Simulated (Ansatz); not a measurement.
Te in space group Pm-3m (No. 221; Te on 1b) at seven volumes, r²SCAN+D4 (plane waves, PAW; program Ansatz), shape and atoms relaxed at each. One row is withheld.

| V (Å³/atom) | P (GPa) |
|---|---|
| 29.107 | 6.64 |
| 30.066 | ? |
| 31.026 | 1.87 |
| 31.985 | 0.00 |
| 32.945 | -1.57 |
| 33.905 | -2.89 |
| 34.864 | -3.98 |

Problem. Fit the shown pressures and predict the withheld one.

Solution. P = (3/2)B₀(x^(7/2) − x^(5/2))[1 + (3/4)(B′ − 4)(x − 1)] with x = (V₀/V)^(2/3). Least squares on the six rows gives V₀ = 31.987 Å³/atom, B₀ = 56.6 GPa, B′ = 4.63. At V = 30.066, x = 1.0422 and P = 4.05 GPa. The run itself gave 4.06 GPa.

The start of the workflow was typed in or built on a structure type; neither database checked (COD, Materials Project) lists it. It is not the phase usual at ambient conditions (space group No. 152). The r²SCAN+D4 relaxation kept the symmetry of its start; whether a distortion lowers the energy is not shown. Scalar-relativistic: spin–orbit coupling is off unless named, which matters more the heavier the elements.

Potentials: the earlier of the program's two PAW sets.
